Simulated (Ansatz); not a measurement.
C8H4N6PtZn:
```cif
data_C8H4N6PtZn
_chemical_formula_sum 'Zn1 Pt1 N6 C8 H4'
_space_group_name_H-M_alt 'P 1'
_space_group_IT_number 1
_cell_length_a 7.12011
_cell_length_b 7.38794
_cell_length_c 7.42090
_cell_angle_alpha 90.000
_cell_angle_beta 90.000
_cell_angle_gamma 90.000
loop_
_space_group_symop_operation_xyz
  'x, y, z'
loop_
_atom_site_label
_atom_site_type_symbol
_atom_site_fract_x
_atom_site_fract_y
_atom_site_fract_z
_atom_site_occupancy
Zn1 Zn 0.00000 0.00000 0.00000 1
Pt1 Pt 0.00000 0.50000 0.50000 1
N1 N 0.00000 0.80075 0.79733 1
C1 C 0.00000 0.68898 0.68790 1
N2 N 0.00000 0.19925 0.79733 1
C2 C 0.00000 0.31102 0.68790 1
N3 N 0.00000 0.80075 0.20267 1
C3 C 0.00000 0.68898 0.31210 1
N4 N 0.00000 0.19925 0.20267 1
C4 C 0.00000 0.31102 0.31210 1
N5 N 0.30658 0.00000 0.00000 1
N6 N 0.69342 0.00000 0.00000 1
C5 C 0.40267 0.00000 0.84613 1
H1 H 0.32147 0.00000 0.72281 1
C6 C 0.40267 0.00000 0.15387 1
H2 H 0.32147 0.00000 0.27719 1
C7 C 0.59733 0.00000 0.84613 1
H3 H 0.67853 0.00000 0.72281 1
C8 C 0.59733 0.00000 0.15387 1
H4 H 0.67853 0.00000 0.27719 1
```

Relaxed with r²SCAN+D4. r²SCAN+D4 (plane waves, PAW; program Ansatz) gives a gap of 3.27 eV.

Problem. What gap does HSE06 give on the same cell (Ansatz, PAW)?

Solution. 4.47 eV, 1.20 eV more. The hybrid was solved on a coarser mesh and at special points; the gap given is the minimum over both.

| k | v1 r²SCAN+D4 | c1 r²SCAN+D4 | v1 HSE06 | c1 HSE06 |
|---|---|---|---|---|
| Γ | -0.02 | 3.34 | -0.03 | 4.58 |
| X | -0.16 | 3.34 | -0.04 | 4.58 |
| Z | -0.02 | 3.37 | -0.04 | 4.63 |
| U | -0.17 | 3.38 | [?] | [?] |
| Y | 0.00 | 3.33 | [?] | [?] |
| S | -0.17 | 3.27 | -0.03 | 4.47 |
| T | -0.06 | 3.36 | [?] | [?] |
| R | -0.12 | 3.38 | [?] | [?] |

Problem. Top valence (v1) and lowest conduction level (c1) in eV from each method's valence maximum (which need not be a listed point): supply the withheld HSE06 values.

Solution. 
- R, v1 HSE06: 0.00
- R, c1 HSE06: 4.62
- Y, v1 HSE06: -0.04
- Y, c1 HSE06: 4.56
- T, v1 HSE06: 0.00
- T, c1 HSE06: 4.61
- U, v1 HSE06: -0.03
- U, c1 HSE06: 4.63

Cost on shared cores: the r²SCAN+D4 run (SCF on a 4×4×4 mesh, then bands and DOS) around 14 core-minutes (rough), the HSE06 run (SCF on 3×3×3, then a few points) very roughly 19 core-minutes; the tasks are unlike.

Space group Pmmm. A made-up cell: these elements were put on the sites of a structure type; neither database checked (COD, Materials Project) lists it. Its standing as an ambient phase is unchecked. Symmetry was held in the r²SCAN+D4 relaxation; its stability against distortions is not shown here. The run is not spin-polarised. Spin–orbit coupling is left out wherever it is not named.

Potentials: the later of the program's two PAW sets.
